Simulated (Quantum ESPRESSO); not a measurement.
## Calculated data, Ge (made-up cell, one site empty)

All values are calculated (Quantum ESPRESSO 7.5). Calculation on a made-up crystal cell, not a measurement: periodic Kohn-Sham density functional theory in plane waves with PseudoDojo standard norm-conserving scalar-relativistic pseudopotentials, each functional with its own files (v0.5 for PBE, v0.4.1 for LDA and PBEsol), no spin polarisation, no spin-orbit coupling, atoms not relaxed, stress positive in tension, energies less a fixed whole-eV offset for each atom's element; levels are Kohn-Sham levels at fractions of this cell's reciprocal vectors, counted from the reference band (half the neutral cell's valence electrons, rounded up) at Gamma; error bars cover cutoff and k-mesh only, not smearing or the files; added strain carries the atoms with the cell, and shear is the tensor component; each bar is the largest change over components, and at least 0.002 eV, 0.002 eV per angstrom or 0.02 GPa; energies are for the whole cell, and the offsets were chosen from early runs and are not element reference energies.

Entry: Ge (made-up cell, one site empty)

```
Ge
1.0
      5.9053    -0.0331    -0.0163
     -0.0331     5.7740     0.0097
     -0.0163     0.0097     5.8682
Ge
7
Direct
  -0.01381 -0.00705 0.00572
  0.48085 0.00105 0.46655
  0.50721 0.49918 -0.00608
  0.24917 0.24589 0.24300
  0.25012 0.74177 0.73973
  0.77569 0.25148 0.74440
  0.73347 0.75400 0.23343
```

```
lattice type             : zincblende/diamond
empty site               : 2
functional               : pbe
cutoff                   : 1061 eV
fermi dirac smearing     : 0.1 eV
scf tolerance            : 1e-07 eV
electrons removed        : 0
k mesh                   : 6 x 6 x 6, shifted by half a step
free energy less offsets : -1.264 eV
smearing term minus ts   : -0.07512 eV
scf iterations           : 11
pressure                 : -2.27 GPa
stress xx                : 2.875 GPa
stress yy                : 1.683 GPa
stress zz                : 2.251 GPa
stress yz                : 1.292 GPa
stress xz                : -1.05 GPa
stress xy                : 0.8289 GPa
fermi level              : -0.1379 eV
reference band           : 49
error bar energy         : 0.002479 eV
error bar stress         : 0.02 GPa
error bar force          : 0.002199 eV/Å
error bar next band up   : 0.002 eV
error bar fermi level    : 0.004763 eV
error bars from          : tighter rerun of a related cell
```

Atoms:
```csv
atoms element,atom site,atom energy offset (eV)
Ge,1,-2430
Ge,3,-2430
Ge,4,-2430
Ge,5,-2430
Ge,6,-2430
Ge,7,-2430
Ge,8,-2430
```

Forces:
```csv
site,x (eV/Å),y (eV/Å),z (eV/Å)
1,0.8896,-0.04532,-0.4787
3,0.973,-0.3112,1.439
4,-0.2358,-0.593,-0.5358
5,-0.5952,0.7333,-0.5381
6,-0.2501,0.09731,0.1624
7,-0.7777,0.2026,-0.6176
8,-0.003807,-0.0836,0.5682
```

Levels:
```csv
level k point,next band up (eV)
Gamma,0.6036
"(1/2,1/2,1/2)",-0.1435
"(0.15,0,0)",0.6093
"(0,0.15,0)",0.5774
"(0,0,0.15)",0.6456
```
